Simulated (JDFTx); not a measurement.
System: TiSi2(110) (Cmcm bulk; lattice of mp-1077503, not re-optimised at this level), 1x1 cell of 14 atoms in 14 planes (Si outermost, slab composition Ti4Si10), area 24.91 Å² a face, 7.4 Å between the outermost planes in a cell 23.2 Å high; k mesh 6×4×1, Fermi width 0.01 Ha, no spin polarisation. Whether this polymorph is the ambient one wasn't checked. Neither spin polarisation nor a larger cell was tried.

Level of theory: PBE, GBRV ultrasoft potentials, plane waves to 20/100 Ha; code: a modified build of JDFTx. Liquid on both sides: soft-sphere model, water, 1 M NaCl; nuclei fixed. 

Charging data:

```csv
U − U_pzc (V),σ (μC/cm²)
-0.60,-12.67
0.00,0.00
0.30,6.11
```

A calculation by hand: a check of Lippmann's equation. The grand free energy per area against the neutral slab, Δγ = [F(N) − F(N₀) − μ(N − N₀)]/2A, is taken from the total energies of the same runs.

```tsv
U − U_pzc (V)	Δγ (mJ/m²)
-0.60	-37.2
0.00	0.0
0.30	-9.4
```

Δγ is largest at zero charge and falls away from it, as dγ/dU = −σ demands. At -0.60 V the computed -37.2 mJ/m² stands beside -37.7 mJ/m² from the constant-capacitance formula.
